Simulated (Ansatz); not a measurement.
Sb$_{2}$Mo:
```
Sb2Mo
1.0
    1.68834    -6.39910     0.00000
    1.68834     6.39910     0.00000
    0.00000     0.00000     5.89349
Mo Sb
2 4
Direct
  0.90156   0.09844   0.49869
  0.09844   0.90156   0.99869
  0.56096   0.43904   0.36055
  0.43904   0.56096   0.86055
  0.29030   0.70970   0.21576
  0.70970   0.29030   0.71576
```

Relaxed with PBEsol. Special points in fractions of this cell's reciprocal vectors: Γ (0.000, 0.000, 0.000); Y (-0.500, 0.500, 0.000); C0 (-0.267, 0.733, 0.000); Σ0 (0.267, 0.267, 0.000); Z (0.000, 0.000, 0.500); A0 (0.267, 0.267, 0.500); E0 (-0.267, 0.733, 0.500); T (-0.500, 0.500, 0.500); S (0.000, 0.500, 0.000); R (0.000, 0.500, 0.500).

Q: List the band energies nearest the Fermi level at these points for PBEsol (plane waves, PAW; program Ansatz).

A: In eV from the Fermi level; about four levels below and three above (degenerate sets whole), none deeper than 8.9 eV; points with the same levels are listed once.

| k | below | above |
|---|---|---|
| Γ | -1.02 -1.02 -1.01 -0.36 | 0.14 0.24 1.65 |
| Y | -1.21 -0.32 -0.14 -0.08 | 0.02 0.56 0.65 |
| C0 | -2.52 -1.69 -1.30 -0.11 | 1.10 1.23 1.41 |
| Z | -0.70 -0.70 -0.10 -0.10 | 0.28 0.28 2.79 2.79 |
| A0 | -2.01 -2.01 -0.91 -0.91 | 1.27 1.27 1.62 1.62 |
| T | -1.40 -1.40 -0.54 -0.54 | 0.26 0.26 2.25 2.25 |
| S | -2.38 -2.24 -0.95 -0.13 | 0.65 1.31 1.52 |
| R | -1.94 -1.94 -0.75 -0.75 | 0.97 0.97 1.73 1.73 |

Space group Cmc2_1. The start of the workflow was typed in or built on a structure type; neither database checked (COD, Materials Project) lists it. Whether it is the stable phase at ambient conditions was not checked. Symmetry was held in the PBEsol relaxation; whether a distortion lowers the energy is not shown. The run is not spin-polarised. The volume moved by -18 % from the start of the relaxation. Spin–orbit coupling is left out wherever it is not named.

Potentials: the later of the program's two PAW sets.
